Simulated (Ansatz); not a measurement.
C in space group P6/mmm (No. 191; C on 6j, C on 6j, C on 6j) under volume change, plane-wave PAW r²SCAN+D4 (Ansatz code), shape and atoms relaxed at each volume.

| V (Å³/atom) | E − E(relaxed) (meV/atom) | P (GPa) |
|---|---|---|
| 14.010 | [?] | [?] |
| 14.472 | 3.4 | 1.27 |
| 14.934 | [?] | [?] |
| 15.396 | 0.0 | 0.00 |
| 15.858 | 0.6 | -0.36 |
| 16.320 | 2.0 | -0.58 |
| 16.782 | 3.8 | -0.69 |

Q: Some entries are withheld; supply them.

A: 
- 14.934, E − E(relaxed) (meV/atom): 0.7
- 14.934, P (GPa): 0.56
- 14.010, E − E(relaxed) (meV/atom): 8.2
- 14.010, P (GPa): 2.19

Q: What does a third-order Birch–Murnaghan fit give for V₀, B₀ and B′?

A: V₀ = 15.42 Å³/atom, B₀ = 14.1 GPa, B′ = 11.2.

The start of the workflow was typed in or built on a structure type; the Crystallography Open Database copy checked does not list it. It is not the phase usual at ambient conditions (space group No. 194, 227). The r²SCAN+D4 relaxation kept the symmetry of its start; its stability against distortions is not shown here.

Potentials: the later of the program's two PAW sets.
